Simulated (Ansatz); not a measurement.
## ZrCu$_{5}$: pressure against volume

ZrCu$_{5}$, F-43m, a = 6.788 Å. The structure is a COD entry; whether it is the stable form wasn't checked. Ansatz: PBEsol, PAW, 420 eV, Γ-centred 10×10×10 mesh on 6 atoms, Gaussian smearing 0.10 eV; no spin polarisation. Shape and atoms are relaxed at each volume; pressure is positive in compression.

```
V (Å³/atom) P (GPa)
     11.469        ?
     11.860    18.85
     12.250    11.47
     12.641     5.27
     13.032     0.04
     13.423    -4.36
     13.814    -8.06
     14.336   -12.10
```

Q: Take V0 = 13.032 Å³/atom, count pressures from its P0 = 0.04 GPa, fit the third-order Birch–Murnaghan form to the other rows, and predict the missing pressure.

A: With the Eulerian strain f = ½[(V0/V)^(2/3) − 1] and y = (P − P0)/[3f(1 + 2f)^(5/2)], the form is the line y = B0 + 1.5 B0 (B0′ − 4) f. Rows (f, y): 0.03242, 165.3; 0.02106, 163.2; 0.01026, 161.5; -0.00976, 157.9; -0.01905, 156.2; -0.03080, 154.0. Means f = 0.0006883, y = 159.68; Σ(Δf)² = 0.003004, ΣΔfΔy = 0.5336; the slope is their ratio. y = 159.6 + 177.6 f GPa, so B0 = 159.6 GPa and B0′ = 4 + 2 × (177.6)/(3 × 159.6) = 4.74. At V = 11.469, f = 0.04445, y = 167.49 and P = 27.68 GPa. The run gave 27.62 GPa, so the fit is 0.06 GPa too high, a small miss on the scale of the series.